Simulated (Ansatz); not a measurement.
Level of theory: Ansatz 0.2.0, DFT PBE, scalar-relativistic, plane waves, PAW. Cutoff 420 eV, Γ-centred meshes of about 0.25 Å⁻¹ or finer for metals and 0.3 Å⁻¹ for insulators (2π included), Gaussian smearing. No spin polarisation.

These are static total energies at zero pressure.

Compare these two cells of B5As2, each relaxed at this level.

1. Space group Amm2 (No. 38), orthorhombic, a = 3.264 Å, b = 12.662 Å, c = 4.226 Å. Around B on a site of symmetry m lie 1 B at 1.58 Å, 1 B at 1.69 Å and 3 B at 1.81–1.90 Å; around B on a site of symmetry mm2 lie 2 B at 1.70 Å and 2 B at 1.81 Å; B on a second site of symmetry m is surrounded by 1 B at 1.70 Å, 2 B at 1.90 Å and 2 As at 2.08 Å; As is surrounded by 2 B at 2.08 Å and 2 As at 2.60 Å.

2. Space group P-1 (No. 2), triclinic, a = 2.960 Å, b = 5.229 Å, c = 6.110 Å, α = 73.7°, β = 76.0°, γ = 86.6°. B on a site of symmetry 1 has 4 B at 1.62–1.70 Å; around B on a site of symmetry -1 lie 4 B at 1.69 Å; B on a second site of symmetry 1 is surrounded by 3 B at 1.70–1.79 Å and 2 As at 2.20–2.23 Å; As is surrounded by 2 B at 2.20–2.23 Å and 1 As at 2.55 Å.

Problem. Which form is favoured at zero pressure, and by what margin per atom?

Solution. Cell 1 is lower, by 26 meV/atom. Cell 1 has space group Amm2 (No. 38), 12.5 Å³/atom and no gap on its mesh; cell 2 has space group P-1 (No. 2), 12.6 Å³/atom and no gap. Cell 1 holds B–B nets (shortest 1.58 Å) and As–As chains (shortest 2.60 Å); cell 2 holds B–B nets (shortest 1.62 Å) and As–As pairs (shortest 2.55 Å). Even the lower one lies +0.40 eV/atom against the reference forms of the elements (uncorrected), so neither is stable at this level. Both come from trial cells of a structure search, whose lowest cell (C2/m, 11.1 Å³/atom) lies 103 meV/atom below the lower of the two.

The k mesh leaves some 4 meV/atom of noise in the energy of each metallic cell. In Amm2, P-1 an odd number of electrons in the primitive cell allows no gap without spin; a larger cell or a magnetic state could open one. Cells relaxed within their symmetry can be saddle points. Some structure types and database cells were kept out of the candidates from the start, so a known form may be missing.
